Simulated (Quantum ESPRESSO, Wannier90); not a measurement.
Wannier functions of AlGaP2 (P-4m2)

```
CELL_PARAMETERS angstrom
      3.86549     0.00000     0.00000
      0.00000     3.86549     0.00000
      0.00000     0.00000     5.45561
ATOMIC_POSITIONS crystal
  Al 0.50000 0.50000 0.50000
  Ga 0.00000 0.00000 0.00000
  P  0.00000 0.50000 0.25039
  P  0.50000 0.00000 0.74961
```

Materials Project entry mp-1228888; symmetrised, unrelaxed at this level. Not found in the COD (Crystallography Open Database) copy used; not checked further. Computed values, not measurements, from PBEsol: Quantum ESPRESSO (norm-conserving PseudoDojo potentials, cutoff 64 Ry, no spin polarisation, no spin-orbit coupling) on a Γ-centred 8×8×6 mesh, then Wannier90. Density: 8×8×6 mesh, cold smearing 0.01 Ry.

Base run: 16 functions from bands 6-31 of the 31 computed, start hydrogen-like Al: s;p; Ga: s;p; P: s;p, frozen window up to 2.97 eV relative to the valence-band maximum, outer window open. Its settings: num_cg_steps = 5, trial_step = 2 and dis_mix_ratio = 0.5 (the program's defaults), conv_tol = 1.0e-6 over 4 steps, num_iter = 800, dis_conv_tol = 1.0e-6, dis_num_iter = 1000. One of them is changed at a time.

```
run                  disentanglement steps  localisation steps  Ω_I (Å²)  Ω_total (Å²)      ended
-------------------  ---------------------  ------------------  --------  ------------  ---------
base                                   252                 633    25.390        29.094  converged
trial_step = 10.0                      252                 633    25.390        29.094  converged
num_cg_steps = 20                      252                 290    25.390        29.094  converged
dis_mix_ratio = 0.2                    654                 632    25.390        29.095  converged
```
